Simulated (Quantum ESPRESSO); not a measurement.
Parts of the isotropic shielding in AlN, by PBE GIPAW on JTH datasets (Quantum ESPRESSO, modified build), 25 Ha, k-mesh 7×7×7 shifted:

```
CELL_PARAMETERS angstrom
      0.00000     2.20583     2.17308
      2.17308     0.00000     2.17308
      2.17308     2.20583     0.00000
ATOMIC_POSITIONS crystal
  Al 0.00000 0.00000 0.00000
  N  0.75000 0.75000 0.75000
```
The cell was made here from a computed Materials Project entry: strained by +1 % along the cube axis and by -0.5 % across it, atoms relaxed (PBE without dispersion, pw.x of Quantum ESPRESSO, symmetry kept). The parent is AlN in F-43m. Stability against distortions was not tested.

The core term is that of the free atom's frozen core; the paramagnetic column sums the reconstruction terms. Shieldings are absolute and leave out the bulk-susceptibility term; a larger σ means a smaller chemical shift. By our sweeps, such settings leave a few ppm in absolute σ. The datasets of Al hold no d projectors, which limits absolute σ on these atoms. The structure is static (0 K, no zero-point motion).

```json
[
 {"site": "Al (atom 1)", "core": "766.8", "bare (smooth current)": "-21.8", "diamagnetic correction": "2.6", "paramagnetic corrections": "___", "σ_iso (ppm)": "___"},
 {"site": "N (atom 2)", "core": "235.8", "bare (smooth current)": "-14.1", "diamagnetic correction": "11.3", "paramagnetic corrections": "___", "σ_iso (ppm)": "___"}
]
```

### Question
Fill in the missing entries.

### Answer

- Al (atom 1), paramagnetic corrections: -312.5
- Al (atom 1), σ_iso (ppm): 435.0
- N (atom 2), paramagnetic corrections: -127.7
- N (atom 2), σ_iso (ppm): 105.3
